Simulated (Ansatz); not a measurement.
HfN:
```
HfN
1.0
    3.14394     0.00000     0.00000
   -1.57197     2.72273     0.00000
    0.00000     0.00000     5.42565
Hf N
2 2
Direct
  0.66667   0.33333   0.75000
  0.33333   0.66667   0.25000
  0.00000   0.00000   0.00000
  0.00000   0.00000   0.50000
```

Relaxed with r²SCAN. Special points in fractions of this cell's reciprocal vectors: Γ (0.000, 0.000, 0.000); M (0.500, 0.000, 0.000); K (0.333, 0.333, 0.000); A (0.000, 0.000, 0.500); L (0.500, 0.000, 0.500); H (0.333, 0.333, 0.500).

Problem. List the band energies nearest the Fermi level at these points for DFT-r²SCAN with spin–orbit coupling in the program Ansatz with PAW potentials.

Solution. In eV from the Fermi level; about four levels below and three above (degenerate sets whole), none deeper than 8.9 eV; points with the same levels are listed once.

```
k                    below                above
-  -----------------------  -------------------
Γ  -1.85 -1.85 -0.36 -0.36  0.73 0.73 1.17 1.17
M  -2.77 -2.77 -2.56 -2.56  2.56 2.56 2.99 2.99
K  -5.96 -5.96 -3.42 -3.42  0.13 0.13 0.24 0.24
A  -4.53 -4.53 -4.53 -4.53  2.03 2.03 2.03 2.03
L  -0.23 -0.23 -0.23 -0.23  4.84 4.84 4.84 4.84
H  -4.86 -4.86 -4.40 -4.40  0.51 0.51 0.67 0.67
```

Space group P6_3/mmc (NiAs type). The first step of the workflow began from a Materials Project structure, measured or hypothetical; the Crystallography Open Database copy checked does not list it. It is not the phase usual at ambient conditions (space group No. 225). The cell was relaxed with r²SCAN under the symmetry of its start; its stability against distortions is not shown here. No spin polarisation was allowed.

Potentials: the later of the program's two PAW sets.
